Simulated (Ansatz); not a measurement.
**Profile along the Al–Ru line in AlRu (CsCl type)**

AlRu (CsCl type)

```
CELL_PARAMETERS angstrom
      2.98252     0.00000     0.00000
      0.00000     2.98252     0.00000
      0.00000     0.00000     2.98252
ATOMIC_POSITIONS crystal
  Al 0.00000 0.00000 0.00000
  Ru 0.50000 0.50000 0.50000
```

Fields along a shortest Al–Ru line of a {110} plane (2.58 Å), from Al to Ru, interpolated on the slice's grid (step about 0.2 Å). The numbers are results of r2SCAN (plane waves to 500 eV, PAW, scalar-relativistic; Ansatz, a program for electronic structure), not measurements. k mesh 16×16×16. Near the nuclei the fields are pseudised (PAW); where an atom keeps semicore shells as valence, they peak there. AlRu is run without spin polarisation. AlRu was relaxed with its symmetry unable to fall.

```tsv
distance from Al (Å)	valence electron density (e/Å³)	electron localisation function
0.00	0.06	x
0.13	0.06	x
0.26	0.06	x
0.39	0.07	x
0.52	0.10	0.03
0.65	0.15	0.13
0.77	0.21	0.32
0.90	0.25	0.46
1.03	0.28	0.49
1.16	0.31	0.45
1.29	0.36	0.37
1.42	0.46	0.32
1.55	0.68	0.34
1.68	1.18	0.44
1.81	2.29	0.58
1.94	4.16	0.68
2.06	6.39	0.69
2.19	8.34	x
2.32	9.52	x
2.45	9.97	x
2.58	10.04	x
```

x: too close to a nucleus for the ELF to mean much.

Density on the Al–Ru line (2.58 Å) at its midpoint: 0.36 e/Å³. ELF at that point: 0.4.
